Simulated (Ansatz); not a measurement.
# Ansatz 0.2.0, relaxation: Ta4GaTe4P4

Launch command:

```bash
ansatz run input.yaml --threads 2 --pin off --max-ram 3584MiB --backend cpu --events-out ev --progress --plain --runs-dir out
```

input.yaml:

```yaml
crystal:
  lattice:
    - [0.0, 5.308918, 5.308918]
    - [5.308918, 0.0, 5.308918]
    - [5.308918, 5.308918, 0.0]
  atoms:
    - { symbol: Ta, position: [0.5985, 0.5985, 0.5985] }
    - { symbol: Ta, position: [0.2045, 0.5985, 0.5985] }
    - { symbol: Ta, position: [0.5985, 0.5985, 0.2045] }
    - { symbol: Ta, position: [0.5985, 0.2045, 0.5985] }
    - { symbol: Te, position: [0.86367, 0.86367, 0.86367] }
    - { symbol: Te, position: [0.40899, 0.86367, 0.86367] }
    - { symbol: Te, position: [0.86367, 0.86367, 0.40899] }
    - { symbol: Te, position: [0.86367, 0.40899, 0.86367] }
    - { symbol: P, position: [0.36673, 0.36673, 0.36673] }
    - { symbol: P, position: [0.89981, 0.36673, 0.36673] }
    - { symbol: P, position: [0.36673, 0.36673, 0.89981] }
    - { symbol: P, position: [0.36673, 0.89981, 0.36673] }
    - { symbol: Ga, position: [0.0, 0.0, 0.0] }
  symmetry: { tolerance: 0.0003 }
kpoints:
  mp_grid: { grid: [6, 6, 6], shift: [0, 0, 0] }
magnetization:
  spin_polarized: false
scf:
  occupations: { method: fermi_dirac }
  lower_state_search: "off"
hamiltonian:
  pseudopotentials: { kind: paw }
  xc: r2scan
basis:
  ecutwfc: 500
  fft_grid_basis: typed
relax:
  max_steps: 40
  cell: { p_target: 20.0 }
output:
  forces: true
  stress: true
  eigenvalues: true
  bader: true
  populations: true
  elf: true
  write_potential: true
  volumetric_format: npy
  dos:
    e_range: [-12, 8]
    de: 0.05
    projected: { site_lists: { Ga: [Ga], P: [P], Ta: [Ta], Te: [Te] } }
checkpoint:
  read: saved_state
```

Origin of the cell: a known structure type with other elements, at an estimated volume, so it need not be a known compound.

The smearing width isn't typed, so it takes its default of 0.1 eV.

The saved state is a converged single point of the same cell.

Steps («new basis» is an SCF on plane waves selected anew at the same cell):

```tsv
step	ΔH (meV/atom)	max force component (eV/Å)	P (GPa)	volume (Å³)	SCF iterations	step was
1	0.0	0.758	3.98	299.26	7	accepted
2	-117.4	0.766	26.61	257.63	9	accepted
3	-140.1	0.268	19.38	265.69	8	accepted
4	-141.6	0.021	19.86	265.02	6	accepted
5	-141.6	0.004	19.95	264.59	6	accepted
6	-141.6	0.003	20.00	264.51	5	accepted
7	-141.2	0.002	19.99	264.51	8	new basis
```

The starting structure.

Space group F-43m (No. 216); the run's cell has a = 7.508 Å, b = 7.508 Å, c = 7.508 Å, α = 60.00°, β = 60.00°, γ = 60.00°. Shortest distances: Ga–Te 2.51 Å, P–Ta 2.52 Å, Ta–Te 2.87 Å, Ta–Ta 2.96 Å, Te–Te 3.41 Å, P–P 3.51 Å.

The relaxed structure.

Space group F-43m (No. 216); the run's cell has a = 7.205 Å, b = 7.205 Å, c = 7.205 Å, α = 60.00°, β = 60.00°, γ = 60.00°. Shortest distances: Ga–Te 2.38 Å, P–Ta 2.45 Å, Ta–Te 2.75 Å, Ta–Ta 2.88 Å, P–P 3.31 Å, Te–Te 3.32 Å.

```
CELL_PARAMETERS angstrom
0.00000 5.09491 5.09491
5.09491 0.00000 5.09491
5.09491 5.09491 0.00000
ATOMIC_POSITIONS crystal
Ta 0.59996 0.59996 0.59996
Ta 0.20011 0.59996 0.59996
Ta 0.59996 0.59996 0.20011
Ta 0.59996 0.20011 0.59996
Te 0.86526 0.86526 0.86526
Te 0.40423 0.86526 0.86526
Te 0.86526 0.86526 0.40423
Te 0.86526 0.40423 0.86526
P 0.36471 0.36471 0.36471
P 0.90588 0.36471 0.36471
P 0.36471 0.36471 0.90588
P 0.36471 0.90588 0.36471
Ga 0.00000 0.00000 0.00000
```

- Enthalpy lowered by: 141.2 meV/atom
- Volume change: -11.61 %
- Final pressure: 19.99 GPa
- Relaxation steps listed: 7

Caveats: no moments, though an odd count or open d shells may carry them; no spin-orbit coupling, though heavy elements are present; the relaxation held the start's symmetry, so the end may be a saddle point.

Time: 8.5 min on 2 threads of Arm Neoverse V1 (shared host), peak memory 1.6 GiB, from a saved density.
